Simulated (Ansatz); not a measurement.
SiC:
```
CELL_PARAMETERS angstrom
      0.00000     2.16451     2.16451
      2.16451     0.00000     2.16451
      2.16451     2.16451     0.00000
ATOMIC_POSITIONS crystal
  Si 0.75000 0.75000 0.75000
  C  0.00000 0.00000 0.00000
```

Relaxed with LDA in the plane-wave PAW code Ansatz. Indices refer to the conventional cell of F-43m, a = 4.329 Å, b = 4.329 Å, c = 4.329 Å, α = 90.00°, β = 90.00°, γ = 90.00°.

Question: Simulate the powder diffraction pattern (Cu Kα1, λ = 1.54056 Å; lines above 1 %) up to 2θ = 90°.

Answer: Simulated powder pattern, Cu Kα1, λ = 1.54056 Å (kinematic, ideal powder, no thermal factors, no anomalous dispersion; the 30 strongest lines at most, above 1 %, up to 2θ = 90°):

| 2θ (°) | d (Å) | I/Imax (%) | hkl |
|---|---|---|---|
| 35.90 | 2.499 | 100 | (111) |
| 41.69 | 2.165 | 18 | (200) |
| 60.43 | 1.531 | 46 | (220) |
| 72.33 | 1.305 | 35 | (311) |
| 76.10 | 1.250 | 5.0 | (222) |

The cell was relaxed with LDA under the symmetry of its start.

Potentials: the earlier of the program's two PAW sets. The files were generated under PBE; for other functionals the program regenerates the frozen cores, and for LDA and PBEsol the local potential too.
